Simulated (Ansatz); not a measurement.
The cell below belongs to a search over invented structures; it isn't taken from experiment.

Input and command of a plane-wave DFT calculation in Ansatz:

```yaml
crystal:
  lattice:
    - [5.4767074576, 0.0012747563, 0.0040254241]
    - [0.0017934278, 5.5652216766, 0.0100049805]
    - [0.0466267025, 0.0542234483, 9.3163878737]
  atoms:
    - { symbol: Pd, position: [0.0, 0.0, 0.0] }
    - { symbol: Pt, position: [0.5, 0.0, 0.5] }
    - { symbol: Pt, position: [0.5, 0.5, 0.0] }
    - { symbol: Pt, position: [0.0, 0.5, 0.5] }
    - { symbol: S, position: [0.8926240908, 0.886810715, 0.4315687082] }
    - { symbol: S, position: [0.6052617794, 0.11445172, 0.9312618487] }
    - { symbol: S, position: [0.3912979357, 0.6131862376, 0.5683856001] }
    - { symbol: S, position: [0.1071992132, 0.3875068194, 0.0680180159] }
    - { symbol: S, position: [0.1073759092, 0.113189285, 0.5684312918] }
    - { symbol: S, position: [0.3947382206, 0.88554828, 0.0687381513] }
    - { symbol: S, position: [0.6087020643, 0.3868137624, 0.4316143999] }
    - { symbol: S, position: [0.8928007868, 0.6124931806, 0.9319819841] }
basis:
  ecutwfc: 420
kpoints:
  mp_grid: { grid: [6, 6, 4] }
hamiltonian:
  xc: pbe
scf:
  occupations: { method: fixed }
output:
  forces: true
  stress: true
  eigenvalues: true
relax:
  adjacent_minimum: "off"
  f_tol: 0.001
  max_steps: 60
  cell: { stress_tol: 0.01 }
```

```bash
ansatz run input.yaml --threads 4 --pin off --max-ram 8192MiB --backend cpu --events-out ev --progress --plain --runs-dir out
```

Processor: Intel(R) Xeon(R) 6975P-C (Granite Rapids), 4 threads, on a host shared with other jobs.

**Question.** Estimate time, memory and problem size.

**Answer.** About 90 s, peak memory 1.6 GiB. It solves 72 bands at 76 k points (after reduction by symmetry) with about 5633 plane waves (on the last cell), in 55 SCF iterations over 7 ionic steps.
